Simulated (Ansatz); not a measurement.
This run works on a generated trial structure, not on a known crystal.

Input and command of a plane-wave DFT calculation in Ansatz:

```yaml
crystal:
  lattice:
    - [3.7771795039, 2.1807556034, 6.7405870238]
    - [-3.7771795039, 2.1807556034, 6.7405870238]
    - [0.0, -4.3615112067, 6.7405870238]
  atoms:
    - { symbol: Rb, position: [0.5, 0.5, 0.0] }
    - { symbol: Rb, position: [0.0, 0.5, 0.5] }
    - { symbol: Rb, position: [0.5, 0.0, 0.5] }
    - { symbol: La, position: [0.0, 0.0, 0.5] }
    - { symbol: La, position: [0.5, 0.0, 0.0] }
    - { symbol: La, position: [0.0, 0.5, 0.0] }
    - { symbol: La, position: [0.5, 0.5, 0.5] }
    - { symbol: Ti, position: [0.0, 0.0, 0.0], spin: 2.51 }
basis:
  ecutwfc: 420
kpoints:
  mp_grid: { grid: [6, 6, 6] }
hamiltonian:
  xc: pbe
scf:
  occupations: { method: gaussian, width: 0.1 }
output:
  forces: true
  stress: true
  eigenvalues: true
  populations: true
  write_density: true
  write_potential: true
  elf: true
  volumetric_format: npy
magnetization:
  spin_polarized: true
relax:
  adjacent_minimum: "off"
  f_tol: 0.01
  max_steps: 80
  cell: { stress_tol: 0.05 }
```

```bash
ansatz run input.yaml --threads 1 --pin off --max-ram 2560MiB --backend cpu --events-out ev --progress --plain --runs-dir out
```

Processor: Arm Neoverse N1, 1 thread, on a host shared with other jobs.

**Question.** How long does it run, and how much memory does it take?

**Answer.** About 29 min, peak memory 1.3 GiB. It solves 52 bands at 32 k points (after reduction by symmetry) with about 6719 plane waves (on the last cell), in 57 SCF iterations over 4 ionic steps.
